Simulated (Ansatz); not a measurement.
Na (hcp, Mg type)

```
CELL_PARAMETERS angstrom
      3.71812     0.00000     0.00000
     -1.85906     3.21999     0.00000
      0.00000     0.00000     6.07516
ATOMIC_POSITIONS crystal
  Na 0.33333 0.66667 0.25000
  Na 0.66667 0.33333 0.75000
```

The slice is a (1 -1 0 0) plane (indices of the conventional cell) through the point (0.667, 0.333, 0.750) (fractional), spanned by u = [110] and v = [001] in vectors of this cell: u (3.72 Å) and v (6.08 Å, at 90° to u). It covers one period; positions are fractions (u, v).

Level of theory: PBEsol (plane waves to 420 eV, PAW, scalar-relativistic; Ansatz, a program for electronic structure). k mesh 14×14×8. Inside the PAW spheres the values are not all-electron values, and peaks at nuclei hang on which shells count as valence. Na was relaxed with its symmetry unable to fall. This is one of several known forms of Na; the measured ambient cells at hand have space group No. 229.

Problem. Predict the map of the electron localisation function (ELF) on the slice.

Solution. 
```tsv
v \ u	0.00	0.08	0.17	0.25	0.33	0.42	0.50	0.58	0.67	0.75	0.83	0.92
0.90	0.61	0.56	0.23	0.03	0.07	0.34	0.49	0.34	0.07	0.03	0.23	0.56
0.80	0.03	0.03	0.06	0.18	0.40	0.51	0.53	0.51	0.40	0.18	0.06	0.03
0.70	0.49	0.50	0.51	0.48	0.40	0.32	0.28	0.32	0.40	0.48	0.51	0.50
0.60	0.57	0.55	0.44	0.20	0.07	0.03	0.03	0.03	0.07	0.20	0.44	0.55
0.50	0.56	0.52	0.33	0.09	0.03	0.03	0.03	0.03	0.03	0.09	0.33	0.52
0.40	0.57	0.55	0.44	0.20	0.07	0.03	0.03	0.03	0.07	0.20	0.44	0.55
0.30	0.49	0.50	0.51	0.48	0.40	0.32	0.28	0.32	0.40	0.48	0.51	0.50
0.20	0.03	0.03	0.06	0.18	0.40	0.51	0.53	0.51	0.40	0.18	0.06	0.03
0.10	0.61	0.56	0.23	0.03	0.07	0.34	0.49	0.34	0.07	0.03	0.23	0.56
0.00	x	x	0.61	0.12	0.03	0.20	0.43	0.20	0.03	0.12	0.61	x
```

Values: electron localisation function (ELF). Points within 0.5 Å of a nucleus are blanked (x), as the pseudised field means little there.
